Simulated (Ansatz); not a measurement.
PbS:
```xyz
2
Lattice="3.8966 0.0000 0.0000 -1.9483 3.3746 0.0000 0.0000 0.0000 29.0000" Properties=species:S:1:pos:R:3 pbc="T T F"
Pb     0.0000     0.0000    13.7797
S      0.0000     2.2497    15.2203
```
Free-standing layer in the xy plane with vacuum along z and no interaction between images.

Relaxed with r²SCAN+D4.

Q: All from DFT-r²SCAN+D4 in the program Ansatz with PAW potentials, unless another level is named. Give the ionisation potential (Kohn–Sham).

A: 7.17 from the upper, 4.93 eV from the lower vacuum level.

Q: Give the valence-band maximum.

A: on the K–Γ line, 66 % of the way from K.

Q: Next, the electron affinity (Kohn–Sham)?

A: 4.60 from the upper, 2.36 eV from the lower vacuum level.

Q: Next, the gap with spin–orbit coupling?

A: 2.44 eV.

Space group P3m1 (buckled honeycomb). The layer was cut from a bulk entry of the Materials Project (measured or hypothetical); whether that bulk phase is the ambient one, and whether the layer has been isolated, was not checked. Symmetry was held in the r²SCAN+D4 relaxation; its stability against distortions is not shown here. Spin–orbit coupling is left out wherever it is not named.

Potentials: the later of the program's two PAW sets.
